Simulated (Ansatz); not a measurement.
BeS:
```
CELL_PARAMETERS angstrom
      3.44991     0.00000     0.00000
     -1.72496     2.98771     0.00000
      0.00000     0.00000     7.83182
ATOMIC_POSITIONS crystal
  Be 0.00000 0.50000 0.33333
  Be 0.50000 0.50000 0.66667
  Be 0.50000 0.00000 0.00000
  S  0.00000 0.50000 0.83333
  S  0.50000 0.50000 0.16667
  S  0.50000 0.00000 0.50000
```

Relaxed with r²SCAN. Independent-particle spectrum: no excitons, no local fields, no scissors shift; 0.1 eV broadening; ε₁ of the summed bands alone.

Q: Tabulate the dielectric function from r²SCAN (plane waves, PAW; program Ansatz).

A: 

| E (eV) | ε₁ xx | ε₂ xx | ε₁ zz | ε₂ zz |
|---|---|---|---|---|
| 0.0 | 6.32 | 0.00 | 6.80 | 0.00 |
| 0.3 | 6.33 | 0.00 | 6.81 | 0.00 |
| 0.6 | 6.36 | 0.00 | 6.84 | 0.00 |
| 0.9 | 6.41 | 0.00 | 6.90 | 0.00 |
| 1.2 | 6.48 | 0.00 | 6.98 | 0.00 |
| 1.5 | 6.57 | 0.00 | 7.09 | 0.00 |
| 1.8 | 6.69 | 0.00 | 7.23 | 0.00 |
| 2.1 | 6.84 | 0.00 | 7.40 | 0.00 |
| 2.4 | 7.03 | 0.00 | 7.62 | 0.00 |
| 2.7 | 7.26 | 0.00 | 7.88 | 0.00 |
| 3.0 | 7.54 | 0.00 | 8.21 | 0.00 |
| 3.3 | 7.89 | 0.00 | 8.62 | 0.00 |
| 3.6 | 8.34 | 0.00 | 9.14 | 0.00 |
| 3.9 | 8.93 | 0.00 | 9.82 | 0.00 |
| 4.2 | 9.74 | 0.00 | 10.74 | 0.00 |
| 4.5 | 11.04 | 0.02 | 12.10 | 0.00 |
| 4.8 | 13.68 | 0.76 | 14.75 | 0.37 |
| 5.1 | 13.89 | 4.32 | 17.08 | 2.51 |
| 5.4 | 14.29 | 5.32 | 21.09 | 6.43 |
| 5.7 | 16.03 | 7.54 | 18.71 | 14.88 |
| 6.0 | 16.86 | 12.59 | 18.93 | 20.10 |
| 6.3 | 12.92 | 19.62 | 4.94 | 25.89 |
| 6.6 | 3.88 | 21.05 | 0.10 | 20.80 |
| 6.9 | -1.48 | 16.04 | -2.89 | 16.35 |
| 7.2 | -2.04 | 12.96 | -2.17 | 15.79 |
| 7.5 | -2.14 | 11.32 | -6.67 | 13.09 |
| 7.8 | -2.27 | 10.26 | -5.61 | 9.85 |
| 8.1 | -3.23 | 8.92 | -5.95 | 8.02 |
| 8.4 | -2.92 | 7.62 | -5.23 | 6.29 |
| 8.7 | -2.74 | 6.90 | -4.23 | 5.28 |
| 9.0 | -2.76 | 6.25 | -3.76 | 5.16 |
| 9.3 | -2.83 | 5.72 | -3.98 | 4.57 |
| 9.6 | -2.75 | 5.17 | -3.58 | 3.34 |
| 9.9 | -2.59 | 4.78 | -2.46 | 3.39 |
| 10.2 | -2.34 | 4.39 | -2.48 | 2.90 |
| 10.5 | -2.75 | 4.26 | -1.94 | 3.26 |
| 10.8 | -2.55 | 3.86 | -2.18 | 3.41 |
| 11.1 | -2.82 | 3.52 | -2.49 | 3.12 |
| 11.4 | -2.64 | 2.94 | -2.33 | 2.38 |
| 11.7 | -2.42 | 2.65 | -1.88 | 2.28 |
| 12.0 | -2.28 | 2.47 | -1.79 | 2.39 |

Q: From ε at 6.5 eV (xx: 6.50 + 21.53i), find n, k, the normal reflectivity and the absorption coefficient.

A: n = 3.81, k = 2.828, R = 51 %, α = 2kE/ħc = 1900000 cm⁻¹.

With all bands, ε∞ without local fields is 6.34 (xx = yy), 6.82 (zz).

Space group P6_422. The start of the workflow was typed in or built on a structure type; neither database checked (COD, Materials Project) lists it. COD files the formula under space group No. 216, so this cell is another polymorph or a model. Whether it is the stable phase at ambient conditions was not checked. The cell was relaxed with r²SCAN under the symmetry of its start; its stability against distortions is not shown here.

Potentials: the earlier of the program's two PAW sets.
